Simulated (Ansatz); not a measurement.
HfO2 (fluorite, Fm-3m), plane-wave PAW PBE (Ansatz code): ε∞ = 5.30, cell volume 33.12 Å³. Infrared-active transverse modes:

```csv
ω_TO (cm⁻¹),oscillator strength S_xx (e²/amu)
216.1,1.132
```

Task: Compute the static dielectric constant.

Result: Each mode adds (4.921e7/V) S/ω²: 36.04. So ε0 = 41.3.

Task: What LO frequency does the Lyddane–Sachs–Teller relation give?

Result: ω_LO = ω_TO √(ε0/ε∞) = 603 cm⁻¹.

This is a known high-temperature phase of the composition, computed here at zero pressure and temperature. The PBE relaxation kept the symmetry of its start. At this level the phase is dynamically unstable (imaginary phonons). No spin polarisation was allowed. Scalar-relativistic: spin–orbit coupling is off unless named, which matters more the heavier the elements.

Potentials: the later of the program's two PAW sets.
